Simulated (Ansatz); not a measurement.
LiH (rock salt), relaxed and computed with several functionals in Ansatz (plane waves, PAW). Much of their spread follows the volume that each gives.

```
functional  V (Å³/atom)  B₀ by P(V) fit (GPa)
----------  -----------  --------------------
HSE06              7.91                  37.6
PBE                8.04                     ?
r²SCAN             8.03                  36.2
LDA                7.47                  40.6
```

Fit a straight line to ln B₀ against ln V and predict the withheld value.

Least squares on the 3 shown rows: ln B₀ = -1.52 × ln V + (6.762), with a scatter of 1 %. For PBE this gives 36.4. The run itself gave 36.4, within the scatter.

All cells were relaxed under the symmetry of their starts (and spin orders); stability against distortions was not tested throughout.

Potentials: the later of the program's two PAW sets.

Ansatz (a program for electronic structure) is a plane-wave DFT program.
